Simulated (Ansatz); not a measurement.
A relaxed structure of Rb2P3. Space group Fmmm (No. 69). Calculation: r2SCAN (plane waves to 500 eV, PAW, scalar-relativistic; Ansatz, a quantum-chemistry and plane-wave program).

Space group Fmmm (No. 69); a = 9.022 Å, b = 9.682 Å, c = 14.722 Å, α = β = γ = 90.00°

```tsv
atom	site	symmetry	x	y	z
Rb	8f	222	0.2500	0.2500	0.2500
Rb	8h	m2m	0.0000	0.2796	0.0000
P	8i	mm2	0.0000	0.0000	0.1473
P	16n	.m.	0.2064	0.0000	0.0732
```
(The calculation used a cell of 10 atoms; values per cell refer to that cell.)

Q: Estimate the band gap that r2SCAN returns for this input.

A: 0.99 eV, direct at Y (no spin-orbit coupling).

No spin polarisation in the result.

The run could not lose the symmetry of its start; a randomly shaken copy of 10 atoms returns to this structure.
